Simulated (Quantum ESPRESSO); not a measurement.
Band energies of SiC at -0.7 % isotropic strain

```
CELL_PARAMETERS angstrom
      3.05462     0.00000     0.00000
     -1.52731     2.64538     0.00000
      0.00000     0.00000     5.01289
ATOMIC_POSITIONS crystal
  C  0.33333 0.66667 0.87540
  C  0.66667 0.33333 0.37540
  Si 0.33333 0.66667 0.49960
  Si 0.66667 0.33333 0.99960
```

PBEsol (Quantum ESPRESSO, PseudoDojo norm-conserving, 82 Ry, no spin-orbit coupling); path ΓMKΓALHA,LM,KH; energies in eV from the valence-band maximum.

```csv
k (1/Å),point,band 4,band 5,band 6,band 7,band 8,band 9,band 10,band 11
0.00,Γ,-1.34,-1.34,-0.12,0.00,0.00,4.91,6.36,6.71
0.43,,-3.86,-2.15,-1.82,-0.56,-0.34,4.72,6.78,7.12
0.86,,-6.41,-4.90,-3.14,-2.24,-1.01,3.11,4.59,7.21
1.19,M,-6.38,-5.56,-3.41,-3.40,-1.21,2.69,4.15,6.96
1.42,,-6.28,-5.46,-4.25,-3.42,-1.92,3.60,3.93,7.21
1.87,K,-6.29,-6.29,-4.15,-4.15,-3.94,2.09,8.14,8.88
2.30,,-5.85,-5.79,-4.33,-2.67,-2.39,3.40,6.49,7.60
2.82,,-3.60,-2.57,-1.43,-0.52,-0.52,5.75,5.82,7.13
3.24,Γ,-1.34,-1.34,-0.12,0.00,0.00,4.91,6.36,6.71
3.66,,-2.54,-1.04,-1.04,-0.38,-0.38,5.40,6.75,6.95
3.87,A,-4.51,-0.72,-0.72,-0.72,-0.72,6.00,6.00,7.38
4.17,,-4.44,-1.83,-1.83,-1.07,-1.07,5.84,5.84,7.32
4.56,,-5.76,-2.98,-2.98,-1.96,-1.96,4.08,4.08,6.93
5.06,L,-8.42,-2.50,-2.50,-2.37,-2.37,3.22,3.22,5.25
5.52,,-8.01,-5.09,-5.09,-1.86,-1.86,4.61,4.61,6.48
5.74,H,-7.86,-5.82,-5.82,-1.76,-1.76,5.09,5.09,5.94
5.93,,-7.73,-5.45,-5.45,-1.85,-1.85,4.88,4.88,6.35
6.38,,-5.67,-3.26,-3.26,-2.58,-2.58,5.08,5.08,7.54
6.75,,-4.43,-2.17,-2.17,-1.33,-1.33,5.83,5.83,7.10
7.12,A,-4.51,-0.72,-0.72,-0.72,-0.72,6.00,6.00,7.38
7.12,L,-8.42,-2.50,-2.50,-2.37,-2.37,3.22,3.22,5.25
7.53,,-6.88,-4.86,-3.29,-2.84,-1.42,2.84,3.60,7.02
7.74,M,-6.38,-5.56,-3.41,-3.40,-1.21,2.69,4.15,6.96
7.74,K,-6.29,-6.29,-4.15,-4.15,-3.94,2.09,8.14,8.88
7.85,,-6.46,-6.46,-4.04,-3.94,-3.94,2.24,8.11,8.38
8.37,H,-7.86,-5.82,-5.82,-1.76,-1.76,5.09,5.09,5.94
```

The PBEsol gap is indirect, 2.09 eV, from Γ to K; the smallest direct gap is 3.90 eV.

Geometry strained from the cell relaxed with PBEsol, atoms relaxed again.
